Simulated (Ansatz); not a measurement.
Here is the system:

Starting cell, GaSb (zinc blende):

```
GaSb
1.0
    0.00000     6.21351     6.21351
    3.10675     3.10675     6.21351
    3.10675     3.10675     0.00000
Sb Ga
2 2
Cartesian
  4.66013   4.66013   4.66013
  4.66013   7.76688   7.76688
  0.00000   0.00000   0.00000
  3.10675   6.21351   3.10675
```

The atoms are displaced by Q × the pattern below (from a DFPT mode at X = (0.5, 0.5, 0.0), largest move 1; Q in Å), at fixed cell. (q is in reciprocal vectors of the primitive cell; the cell shown is doubled to hold the pattern.)

```
atom      x      y       z
----  -----  -----  ------
Ga3   0.000  0.000  -1.000
Ga4   0.000  0.000   1.000
```

Atoms not listed stay in place.

Calculation: PBE (plane waves to 420 eV, PAW, scalar-relativistic; Ansatz, a first-principles code). k mesh 13×13×13 (Γ-centred), Fermi-Dirac smearing 0.05 eV. The energy includes the smearing's −TS. With partly filled bands, energies and forces of such displacements shift with the k mesh and the smearing. At this level the bands of GaSb touch or barely overlap; measurements give the solid a gap. GaSb was relaxed with its symmetry unable to fall. Spin-orbit coupling is left out, though Sb is heavy. ΔE is measured from the undisplaced structure.

The scan covers Q from -0.180 to 0.180 Å in 13 points.

Task: Is this a single well or a double well?

Result: A single well with its minimum at or next to zero displacement.

Task: Which space group does the distorted structure have?

Result: P-4m2 (No. 115), lowered from F-43m.

Task: What is the energy change at Q = 0.180 Å?

Result: 315 meV/cell.

Task: What harmonic wavenumber does the curvature at Q = 0 give?

Result: 195 cm⁻¹.

(For displaced atoms, the force is minus the slope of the energy, and its curvature is a force constant, which sets phonon frequencies.)
